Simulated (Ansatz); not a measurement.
# Sb on a Mn site + Mn on a Sb site in EuMn2Sb2

Computed with the plane-wave PAW code Ansatz (scalar-relativistic, PAW set soft_2): PBE, collinear spin, 420 eV cutoff, k-mesh 3×3×3.

The relaxed host crystal (no gap at this level of theory):

```
Eu Mn Sb
1.0
     4.51436    0.00000    0.00000
    -2.25718    3.90955    0.00000
     0.00000    0.00000    7.59695
Eu Mn Sb
1 2 2
Direct
  0.00000 0.00000 0.00000
  0.33333 0.66667 0.62330
  0.66667 0.33333 0.37670
  0.33333 0.66667 0.25856
  0.66667 0.33333 0.74144
```

Supercell of 20 atoms, rows of the matrix [[0,0,1],[0,2,0],[-2,-2,0]] times the cell vectors; Sb on a Mn site at (0.333, 0.667, 0.623); Mn on a Sb site at (0.333, 1.667, 0.259) in fractions of the cell above. Atoms are relaxed at the host's cell, from a start shaken by 0.03 Å near the defect.

Distances from the Sb atom (Å), by shell of the perfect crystal:

```csv
shell,perfect crystal,"relaxed, charge 0"
4 Sb,2.76,3.05 (3.00 to 3.18)
3 Mn,3.21,3.34 (3.29 to 3.37)
```

```csv
charge,moment of the cell (μB),gap of the cell on the mesh (eV)
0,60.01,0.00
```

At charge 0 the unpaired electrons sit on atoms with moments (μB): 4 Eu of 6.73 to 6.82, 8 Mn of 3.37 to 3.99.

No formation energy is given, since most atoms moved, so the host may distort by itself.

Relaxed cell at charge 0:

```
EuMn2Sb2 Sb_Mn+Mn_Sb charge 0
1.0
     0.0000    0.0000    7.5969
    -4.5144    7.8191    0.0000
    -4.5144   -7.8191    0.0000
Eu Sb Mn
4 8 8
Direct
  0.9957 0.4997 0.5023
  0.9959 0.0021 0.5022
  0.0422 0.5011 0.0022
  0.9927 0.9991 0.9984
  0.6572 0.1637 0.3274
  0.2384 0.1660 0.3323
  0.2684 0.1614 0.8308
  0.2684 0.6693 0.8308
  0.7396 0.7889 0.1569
  0.7398 0.3678 0.1568
  0.7367 0.8292 0.6587
  0.7510 0.3511 0.7027
  0.5681 0.6708 0.3420
  0.6243 0.1614 0.8331
  0.6244 0.6713 0.8330
  0.3766 0.8309 0.1835
  0.3769 0.3519 0.1832
  0.3762 0.8247 0.6494
  0.3856 0.3272 0.6546
  0.2369 0.6704 0.3416
```

Caveats: 4f shell without a U, which puts 4f levels too near the Fermi level; open f or d shells may hold a state above the lowest; most atoms moved far, the host may distort by itself; small supercell, so energies and levels can be off by tenths of an eV; one random start near the defect, so other minima are possible.
